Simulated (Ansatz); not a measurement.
BeTe:
```
CELL_PARAMETERS angstrom
      0.00000     2.82856     2.82856
      2.82856     0.00000     2.82856
      2.82856     2.82856     0.00000
ATOMIC_POSITIONS crystal
  Te 0.75000 0.75000 0.75000
  Be 0.00000 0.00000 0.00000
```

Relaxed with r²SCAN.

Question: Give the Bader charges and basin volumes of the independent atoms, the program Ansatz at the r²SCAN level (PAW).

Answer: 

| atom | Bader charge (e) | Bader volume (Å³) |
|---|---|---|
| Te1 | -1.55 | 42.2 |
| Be2 | +1.55 | 3.0 |

Space group F-43m (zinc blende). Symmetry was held in the r²SCAN relaxation. Scalar-relativistic: spin–orbit coupling is off unless named, which matters more the heavier the elements.

Potentials: the later of the program's two PAW sets.
